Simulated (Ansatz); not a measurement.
BeTe:
```xyz
2
Lattice="0.0000 2.8022 2.8022 2.8022 0.0000 2.8022 2.8022 2.8022 0.0000" Properties=species:S:1:pos:R:3 pbc="T T T"
Te     4.2033     4.2033     4.2033
Be     0.0000     0.0000     0.0000
```

Relaxed with PBEsol. Special points in fractions of this cell's reciprocal vectors: Γ (0.000, 0.000, 0.000); X (0.500, 0.000, 0.500); U (0.625, 0.250, 0.625); K (0.375, 0.375, 0.750); L (0.500, 0.500, 0.500); W (0.500, 0.250, 0.750).

Question: List the band energies nearest the valence-band maximum at these points for PBEsol (plane waves, PAW; program Ansatz).

Answer: In eV from the valence-band maximum; about four levels below and three above (degenerate sets whole), none deeper than 8.9 eV; points with the same levels are listed once.

```
k              below                above
-  -----------------  -------------------
Γ     0.00 0.00 0.00       3.61 3.61 3.61
X  -5.20 -2.70 -2.70  1.84 2.61 9.83 9.83
U  -4.82 -3.99 -2.28       2.61 5.24 7.96
L  -5.66 -1.15 -1.15       3.08 4.58 4.58
W  -4.63 -3.80 -3.30       5.20 5.51 5.56
```

Space group F-43m (zinc blende). The cell was relaxed with PBEsol under the symmetry of its start. Spin–orbit coupling is left out wherever it is not named.

Potentials: the later of the program's two PAW sets.
